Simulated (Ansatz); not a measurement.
# MoS2, one structure, two calculations

Cell: a structure deposited in the COD, its atoms then relaxed with PBE in this cell.

```cif
data_MoS2
_symmetry_space_group_name_H-M 'P6_3/mmc'
_symmetry_Int_Tables_number 194
_cell_length_a 3.1690
_cell_length_b 3.1690
_cell_length_c 12.3240
_cell_angle_alpha 90.000
_cell_angle_beta 90.000
_cell_angle_gamma 120.000
loop_
_atom_site_label
_atom_site_type_symbol
_atom_site_symmetry_multiplicity
_atom_site_Wyckoff_symbol
_atom_site_fract_x
_atom_site_fract_y
_atom_site_fract_z
Mo Mo 2 c 0.3333 0.6667 0.2500
S S 4 f 0.3333 0.6667 0.6233
```

One atom of each set is listed.

First run. Method: Kohn–Sham DFT in Ansatz, PBE, plane waves and PAW, scalar-relativistic, collinear spin, 420 eV cutoff, Γ-centred 11×11×3 k-points, Fermi–Dirac smearing 0.02 eV. Start moments as typed (μB): 2 on each Mo, none on the rest.

```json
{"site": "Mo", "V_zz (10²¹ V/m²)": "-7.62", "η": "0.00"}
{"site": "S", "V_zz (10²¹ V/m²)": "-5.30", "η": "0.00"}
```

Second run. The same atoms and settings, except that the functional is LDA.

Task: What does the second run give?

Result: 

```json
{"site": "Mo", "V_zz": "-7.73", "η": "0.00", "change of V_zz": "-0.11"}
{"site": "S", "V_zz": "-5.32", "η": "0.00", "change of V_zz": "-0.02"}
```

The largest change of V_zz is on Mo, from -7.62 to -7.73. In per cent, |V_zz| changes by +1 on Mo, 0 on S (all sites that start above 0.5).

Without spin–orbit coupling (the program notes it for Mo) the gradients can shift somewhat, as the gap is small. The start moments die out, and the run ends without spin.
For the second run: At this cell the LDA pressure is -5 GPa, so with LDA the cell would shrink if it were relaxed. The largest force is 0.4 eV/Å, so the atoms aren't at the calculated equilibrium and relaxing them would move these values.
